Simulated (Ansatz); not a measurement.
Here is the system:

Nb$_{3}$Sn:
```xyz
8
Lattice="5.2583 0.0000 0.0000 0.0000 5.2583 0.0000 0.0000 0.0000 5.2583" Properties=species:S:1:pos:R:3 pbc="T T T"
Nb     1.3146     0.0000     2.6292
Nb     3.9438     0.0000     2.6292
Nb     2.6292     3.9438     0.0000
Nb     2.6292     1.3146     0.0000
Nb     0.0000     2.6292     3.9438
Nb     0.0000     2.6292     1.3146
Sn     0.0000     0.0000     0.0000
Sn     2.6292     2.6292     2.6292
```

This is the PBEsol-relaxed structure.

### Question
All from DFT-PBEsol in the program Ansatz with PAW potentials, unless another level is named. Predict the density of states at the Fermi level.

### Answer
2.1 states/eV per atom (mean over ±0.08 eV).

### Question
What about the formation energy from the elements (no fitted shifts)?

### Answer
-0.21 eV/atom.

Space group Pm-3n (A15 (Cr3Si type)). The PBEsol relaxation kept the symmetry of its start. The run is not spin-polarised. The references are the lowest solids computed at this level, not always the standard phases. Spin–orbit coupling is left out wherever it is not named.

Potentials: the earlier of the program's two PAW sets. The files were generated under PBE; for other functionals the program regenerates the frozen cores, and for LDA and PBEsol the local potential too.
